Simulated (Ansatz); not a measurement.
# LaGaO$_{3}$: levels along high-symmetry lines

```
CELL_PARAMETERS angstrom
3.91346 0.00000 0.00000
0.00000 3.91346 0.00000
0.00000 0.00000 3.91346
ATOMIC_POSITIONS crystal
La 0.50000 0.50000 0.50000
Ga 0.00000 0.00000 0.00000
O 0.00000 0.50000 0.00000
O 0.00000 0.00000 0.50000
O 0.50000 0.00000 0.00000
```

Atom numbers follow the list: La1, Ga2, O3, O4, O5.

The cell is the one relaxed in the Materials Project (mp-1097026), not relaxed further here; entries there can be hypothetical.

Spin–orbit coupling is left out, though it moves levels of the heavy atoms by tenths of an eV or more.

Method: DFT, PBEsol, all-electron LAPW, scalar-relativistic in Ansatz 0.2.0.

The runs use a Γ-centred 6×6×6 k mesh, Fermi–Dirac smearing of 0.01 eV, basis error target 1 meV/atom, no spin polarisation.

Points in fractions of the reciprocal vectors of this cell: Γ (0, 0, 0), X (0, 0.5, 0), M (0.5, 0.5, 0), R (0.5, 0.5, 0.5). The path joins them by straight lines in the order Γ–X–M–Γ–R–X–R–M; legs that retrace an earlier one aren't tabulated. Energies are in eV from the top of the valence band.

Task: List the levels at M between -5 and 4 eV.

Result: -3.73, -3.71, -2.19 (×2), -1.35 (×2), -0.13, -0.03, 3.87 (×2).

Task: List the levels at R between -5 and 4 eV.

Result: -2.07 (×3), -0.10 (×2), 0.00 (×3), 4.00 (×3).

Task: List the levels at X between -5 and 4 eV.

Result: -4.59 (×2), -3.58, -2.45, -2.37, -1.31 (×2), -1.08 (×2), 3.86.

Task: What is the band gap?

Result: 3.27 eV, indirect from R (0.5, 0.5, 0.5) to Γ.

Kohn–Sham gaps of semilocal functionals usually fall short of measured ones.
